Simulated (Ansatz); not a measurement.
Relaxed Be (hcp, Mg type):

```
Be
1.0
    4.52899     0.00000     0.00000
   -1.13225     1.96111     0.00000
    0.00000     0.00000     3.56090
Be
4
Cartesian
  0.00000   1.30741   2.67067
  2.26449   1.30741   2.67067
  1.13225   0.65370   0.89022
  3.39674   0.65370   0.89022
```

A phonon eigenvector at M = (0.5, 0.0, 0.0) is frozen into this cell: atom i moves by Q times the vector below, so Q is the largest atomic displacement, in Å. The cell is held. (q is in reciprocal vectors of the primitive cell; the cell shown is doubled to hold the pattern.)

```json
[
 {"atom": "Be1", "x": "0.500", "y": "-0.866", "z": "0.000"},
 {"atom": "Be2", "x": "-0.500", "y": "0.866", "z": "0.000"},
 {"atom": "Be3", "x": "-0.500", "y": "0.866", "z": "0.000"},
 {"atom": "Be4", "x": "0.500", "y": "-0.866", "z": "0.000"}
]
```

Level of theory: PBE (plane waves to 420 eV, PAW, scalar-relativistic; Ansatz, a quantum-chemistry and plane-wave program). k mesh 23×23×13 (Γ-centred), Fermi-Dirac smearing 0.05 eV. E stands for the smeared free energy. With partly filled bands, energies and forces of such displacements shift with the k mesh and the smearing. Be was relaxed with its symmetry unable to fall. The PAW data are Ansatz's earlier set. ΔE is measured from the undisplaced structure. The last digit holds for this mesh only.

```
Q (Å)    ΔE (meV/cell)
-------  -------------
-0.1000          214.7
-0.0833          150.0
-0.0667           96.5
-0.0500           54.5
-0.0333       withheld
-0.0167            6.1
0.0000             0.0
0.0167             6.1
0.0333        withheld
0.0500            54.5
0.0667            96.5
0.0833           150.0
0.1000           214.7
```

### Question
Fit an even polynomial form (powers 2, 4) to the given rows and predict ΔE at Q = 0.0333.

### Answer
Least squares on the 11 given rows: ΔE = (21900)·Q² + (-42890)·Q⁴, in meV/cell with Q in Å; root-mean-square residual 0.06 meV/cell. At 0.0333 the fit gives 24.2 meV/cell; the calculation gives 24.3 meV/cell, so the interpolation is off by -0.1 (-0.4 %). The quadratic term alone would give 24.3 meV/cell.

(A displaced cell: forces are minus the slopes of the energy, force constants its curvatures, and phonons follow from these.)
